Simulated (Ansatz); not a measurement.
The elements of this relaxed trial crystal are hidden behind letters.

```
lattice vectors (Å)
   2.8558    0.0000    0.0000
   0.0000    2.8558    0.0000
   0.0000    0.0000   17.2180
fractional positions
X 0.0000 0.0000 0.9146
X 0.0000 0.0000 0.0854
X 0.0000 0.0000 0.2508
X 0.0000 0.0000 0.4171
X 0.0000 0.0000 0.5829
X 0.0000 0.0000 0.7492
Z 0.5000 0.5000 0.3344
Z 0.5000 0.5000 0.5000
Z 0.5000 0.5000 0.6656
Z 0.5000 0.5000 0.1678
Z 0.5000 0.5000 0.8322
Q 0.5000 0.5000 0.0000
```

Level of theory: DFT PBE, scalar-relativistic, plane waves, PAW (Ansatz). Plane waves to 420 eV, a 14×14×4 mesh through Γ for the 12-atom cell and 0.10 eV Gaussian smearing; collinear spin.

* Space group: P4/mmm (No. 123)
* Conventional cell: a = 2.856 Å, c = 17.218 Å
* Volume per atom: 11.70 Å³
* Density: 6.09 g/cm³
* Energy over the elements: −0.60 eV/atom
* Gap on the 14×14×4 mesh of the 12-atom cell: 0 eV (a metal)
* Net moment per atom: 0.07 μB

Energies are uncorrected and count from the elements' standard states at the same level.

Q: X is a p-block element of period 3, Z is a d-block element of period 4 and Q is a d-block element of period 4. Which elements are they?

A: X = Al, Z = Co, Q = Ni, so the formula is Al6Co5Ni. Density times volume gives a mean mass of 6.09 × 11.70/1.6605 = 42.9 u per atom, and this set has 42.9 u. Al on its first site is surrounded by 4 Co at 2.47 Å, 4 Ni at 2.50 Å and 6 Al at 2.85–2.94 Å; around Co on a site of symmetry 4mm lie 8 Al at 2.47–2.48 Å and 6 Co at 2.85–2.87 Å; Ni is surrounded by 8 Al at 2.50 Å, 4 Ni at 2.86 Å and 2 Co at 2.89 Å; 4 more sites not described. Other sets within the hints have nearly the same mass, so mass alone doesn't settle it; this one was computed.

Another magnetic order may lie lower. Symmetry constrained the relaxation, so the result can be a saddle point.
